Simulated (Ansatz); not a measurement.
Level: PBE, no spin polarisation; 420 eV; 7×7×7 Γ-centred mesh; fermi-dirac occupations (width 0.1 eV); Ansatz 0.2.0, fixed geometry.

Computed maps in the lattice plane spanned by a (left to right, 5.88 Å, 18 points from zero) and b (bottom to top, 5.88 Å, 18 points from zero), 114° apart, at height 0.500 along c. The fields are smooth PAW ones with compensation charges, not the true ones near nuclei.

Valence density. Digits on a logarithmic scale: 0 up to 0.03 e/Å³, each further digit a factor of 1.6, 9 from 1.3 e/Å³ up:
```
444456766554444444
555689986544444566
667999997544457998
778999996444579999
779999985444799999
779999964445999999
678998754446999997
567777654446899976
556777654445677765
567999864445677776
679999964445789987
799999954446999997
799999744458999997
799997544469999987
689975444579999976
566544444568998655
444444445566765444
444444555555544444
```

ELF. Ten even steps from '0' (0.08) to '9' (0.83):
```
233211122344332112
123124432344310111
122467641233102675
233699741231038887
234799621220286068
234676412311680076
223443233311786772
322333223321578621
332222112421122223
312687512332233322
227768711333234432
267008611321467643
286068202212699743
278883013214799633
157620133214676422
111101344323442132
221123344322111233
433322233333222333
```

**Question.** The cell is Ta2TlAg. Which atoms lie within 0.2 Å of this plane, and where (fractions of a and b)?

**Answer.** Ta at (0.18, 0.32), Ta at (0.82, 0.68), Ag at (0.25, 0.75), Ag at (0.75, 0.25). The whole cell:
```
Ta Tl Ag
1.0
    -3.48553    3.48553    3.20133
     3.48553   -3.48553    3.20133
     3.48553    3.48553   -3.20133
Ta Tl Ag
4 2 2
Direct
  0.68200 0.18200 0.86400
  0.18200 0.31800 0.50000
  0.31800 0.81800 0.13600
  0.81800 0.68200 0.50000
  0.25000 0.25000 0.00000
  0.75000 0.75000 0.00000
  0.25000 0.75000 0.50000
  0.75000 0.25000 0.50000
```

Origin: a known structure type with other elements, at an estimated volume, so it need not be a known compound. Caveats: atoms or cell far from equilibrium.
